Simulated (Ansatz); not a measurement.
ZrCl$_{4}$:
```
CELL_PARAMETERS angstrom
      6.36496     0.00000     0.00000
      0.00000     7.47773     0.00000
     -2.03125     0.00000     5.94035
ATOMIC_POSITIONS crystal
  Zr 0.00000 0.83038 0.75000
  Zr 0.00000 0.16962 0.25000
  Cl 0.74432 0.36640 0.01906
  Cl 0.25568 0.63360 0.98094
  Cl 0.25568 0.36640 0.48094
  Cl 0.74432 0.63360 0.51906
  Cl 0.22689 0.89383 0.49932
  Cl 0.77311 0.10617 0.50068
  Cl 0.77311 0.89383 0.00068
  Cl 0.22689 0.10617 0.99932
```

Relaxed with r²SCAN+D4.

Question: Give the Bader charges and basin volumes of the independent atoms, DFT-r²SCAN+D4 in the program Ansatz with PAW potentials.

Answer: 

| atom | Bader charge (e) | Bader volume (Å³) |
|---|---|---|
| Zr1 | +2.41 | 12.1 |
| Cl3 | -0.55 | 33.7 |
| Cl7 | -0.65 | 30.3 |

Space group P2/c. The workflow started from a Materials Project entry (that database holds measured and hypothetical structures alike); the Crystallography Open Database files this formula in space group No. 13, but the cells were not matched. Whether it is the stable phase at ambient conditions was not checked. Symmetry was held in the r²SCAN+D4 relaxation; whether a distortion lowers the energy is not shown. No spin polarisation was allowed.

Potentials: the later of the program's two PAW sets.
